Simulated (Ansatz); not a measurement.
Relaxation of a generated trial cell of Ag in the omega structure type; 3 atoms in the cell, which starts as P6/mmm (No. 191), hP3; a = 4.586 Å, b = 4.586 Å, c = 2.789 Å, α = 90.00°, β = 90.00°, γ = 120.00°. All values below come from r2SCAN (plane waves to 500 eV, PAW, scalar-relativistic; Ansatz, a first-principles code). Γ-centred k-mesh 8×8×12 on the run's cell (coarser than for final values), Fermi–Dirac smearing 0.05 eV. This is the first round of the run. 

The optimiser's lines from the output (shortened; P is positive under compression):

```
relax step   1: F+E_penalty+E_count = -22811.78546744 eV  Δ(F+E_penalty+E_count) = +0.000e0 eV  max|allowed force component| = 7.710e-17 eV/Å  Δτ_max = 0.0000 Å  P = +4.802 GPa  Ω = 50.800 Å³  (8 SCF iters, dr2 threshold 1.00e-7 eV, accepted)
relax step   2: F+E_penalty+E_count = -22811.80387023 eV  Δ(F+E_penalty+E_count) = -1.840e-2 eV  max|allowed force component| = 4.626e-17 eV/Å  Δτ_max = 0.0000 Å  P = -2.971 GPa  Ω = 54.764 Å³  (7 SCF iters, dr2 threshold 3.00e-7 eV, accepted)
relax step   3: F+E_penalty+E_count = -22811.82162700 eV  Δ(F+E_penalty+E_count) = -1.776e-2 eV  max|allowed force component| = 7.556e-17 eV/Å  Δτ_max = 0.0000 Å  P = -0.401 GPa  Ω = 53.206 Å³  (6 SCF iters, dr2 threshold 3.00e-7 eV, accepted)
relax step   4: F+E_penalty+E_count = -22811.82206089 eV  Δ(F+E_penalty+E_count) = -4.339e-4 eV  max|allowed force component| = 4.780e-17 eV/Å  Δτ_max = 0.0000 Å  P = +0.016 GPa  Ω = 52.980 Å³  (5 SCF iters, dr2 threshold 3.00e-7 eV, accepted)
relax step   5: F+E_penalty+E_count = -22811.82205828 eV  Δ(F+E_penalty+E_count) = +2.605e-6 eV  max|allowed force component| = 6.168e-17 eV/Å  Δτ_max = 0.0000 Å  P = +0.000 GPa  Ω = 52.989 Å³  (4 SCF iters, dr2 threshold 6.20e-9 eV, accepted)
relax step   6: F+E_penalty+E_count = -22811.82369894 eV  Δ(F+E_penalty+E_count) = -1.641e-3 eV  max|allowed force component| = 4.626e-17 eV/Å  Δτ_max = 0.0000 Å  P = +0.021 GPa  Ω = 52.989 Å³  stress off target by 2.62e-2 GPa  SCF on the basis re-selected at this cell (its energy is not comparable with the rows above)  (7 SCF iters)
relax step   7: F+E_penalty+E_count = -22811.82369281 eV  Δ(F+E_penalty+E_count) = +6.129e-6 eV  max|allowed force component| = 8.018e-17 eV/Å  Δτ_max = 0.0000 Å  P = -0.000 GPa  Ω = 53.001 Å³  (5 SCF iters, dr2 threshold 1.72e-9 eV, accepted)
relax step   8: F+E_penalty+E_count = -22811.82369874 eV  Δ(F+E_penalty+E_count) = -5.926e-6 eV  max|allowed force component| = 7.710e-17 eV/Å  Δτ_max = 0.0000 Å  P = -0.000 GPa  Ω = 53.001 Å³  stress off target by 4.99e-4 GPa  SCF on the basis re-selected at this cell (its energy is not comparable with the rows above)  (4 SCF iters)
```

From the first to the last row the energy changes by -0.01 eV/atom and the volume by +4.3 %. The last row is marked as not comparable with the walk above it, whose basis was carried along; it does compare with step 1, since both stand on a basis selected at the nominal cutoff for their own cell.

Later rounds, restarted from the end of this one on a renewed k-mesh, logged 3 more steps and released under 0.01 eV/atom more. The final structure after all rounds: P6/mmm (No. 191), hP3; a = b = 4.6768 Å, c = 2.7981 Å, α = β = 90.00°, γ = 120.00°. Between re-selections the logged energies stand on a plane-wave basis carried along with the cell. No spin polarisation in the result.

The run could not lose the symmetry of its start, so the end can be a saddle point.

All atoms sit on sites fixed by symmetry, so only the cell could relax.

The relaxed structure here is a generated cell of Ag: the first start was made by placing the elements on the sites of a structure type, and the end was not matched to a known phase here, so it may be hypothetical. Known forms of Ag include space group No. 225.
